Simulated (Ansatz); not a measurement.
MnCd4Te5:
```yaml
crystal:
  lattice:
    - [-5.14638, 5.14638, 3.25535]
    - [5.14638, -5.14638, 3.25535]
    - [5.14638, 5.14638, -3.25535]
  atoms:
    - { symbol: Mn, position: [0.25000, 0.75000, 0.50000] }
    - { symbol: Cd, position: [0.04764, 0.14895, 0.69783] }
    - { symbol: Cd, position: [0.65019, 0.95236, 0.10131] }
    - { symbol: Cd, position: [0.45112, 0.34981, 0.30217] }
    - { symbol: Cd, position: [0.85105, 0.54888, 0.89869] }
    - { symbol: Te, position: [0.10489, 0.31304, 0.40194] }
    - { symbol: Te, position: [0.29705, 0.89511, 0.20814] }
    - { symbol: Te, position: [0.91109, 0.70295, 0.59806] }
    - { symbol: Te, position: [0.68696, 0.08891, 0.79186] }
    - { symbol: Te, position: [0.50000, 0.50000, 0.00000] }
```
The run is spin-polarised; directions of the spins, atom by atom: ↑ 0 0 0 0 0 0 0 0 0.

Relaxed with r²SCAN.

### Question
Give the Bader charges and basin volumes of the independent atoms, plane-wave PAW r²SCAN (Ansatz code).

### Answer


```json
[
 {"atom": "Mn1", "Bader charge (e)": "+0.99", "Bader volume (Å³)": "17.7"},
 {"atom": "Cd2", "Bader charge (e)": "+0.62", "Bader volume (Å³)": "24.8"},
 {"atom": "Te6", "Bader charge (e)": "-0.71", "Bader volume (Å³)": "45.7"},
 {"atom": "Te10", "Bader charge (e)": "-0.62", "Bader volume (Å³)": "45.1"}
]
```

Space group I-4. The first step of the workflow began from a Materials Project structure, measured or hypothetical; the Crystallography Open Database copy checked does not list it. Its standing as an ambient phase is unchecked. The r²SCAN relaxation kept the symmetry of its start; whether a distortion lowers the energy is not shown. The final state is ferromagnetic, the only order run, not a proven ground state. The cell computed holds one magnetic atom, so no antiferromagnetic order was within reach. Other orbital occupations within this spin state were not tried. No Hubbard U is applied. Scalar-relativistic: spin–orbit coupling is off unless named, which matters more the heavier the elements.

Potentials: the later of the program's two PAW sets.
